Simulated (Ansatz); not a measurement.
CuNbSe2:
```
CELL_PARAMETERS angstrom
      3.57691     0.00000     0.00000
     -1.78846     3.09770     0.00000
      0.00000     0.00000    12.67751
ATOMIC_POSITIONS crystal
  Se 0.33333 0.66667 0.62053
  Nb 0.00000 0.00000 0.75000
  Se 0.33333 0.66667 0.87947
  Cu 0.00000 0.00000 0.00000
  Se 0.66667 0.33333 0.12053
  Nb 0.00000 0.00000 0.25000
  Se 0.66667 0.33333 0.37947
  Cu 0.00000 0.00000 0.50000
```

Relaxed with r²SCAN+D4. Special points in fractions of this cell's reciprocal vectors: Γ (0.000, 0.000, 0.000); M (0.500, 0.000, 0.000); K (0.333, 0.333, 0.000); A (0.000, 0.000, 0.500); L (0.500, 0.000, 0.500); H (0.333, 0.333, 0.500).

List the band energies nearest the valence-band maximum at these points for DFT-r²SCAN+D4 with spin–orbit coupling in the program Ansatz with PAW potentials.

In eV from the valence-band maximum; about four levels below and three above (degenerate sets whole), none deeper than 8.9 eV; points with the same levels are listed once.

| k | below | above |
|---|---|---|
| Γ | -0.18 -0.18 -0.07 -0.07 | 1.44 1.44 1.50 1.50 |
| M | -0.60 -0.60 -0.51 -0.51 | 0.97 0.97 1.51 1.51 |
| K | -0.34 -0.34 -0.21 -0.21 | 0.74 0.74 0.79 0.79 |
| A | 0.00 0.00 0.00 0.00 | 1.56 1.56 1.56 1.56 |
| L | -0.56 -0.56 -0.56 -0.56 | 1.20 1.20 1.20 1.20 |
| H | -0.28 -0.28 -0.15 -0.15 | 0.76 0.76 0.78 0.78 |

Space group P6_3/mmc. The cell is a constructed one: a structure type filled with these elements; neither database checked (COD, Materials Project) lists it. Its standing as an ambient phase is unchecked. The r²SCAN+D4 relaxation kept the symmetry of its start; its stability against distortions is not shown here. The run is not spin-polarised.

Potentials: the later of the program's two PAW sets.
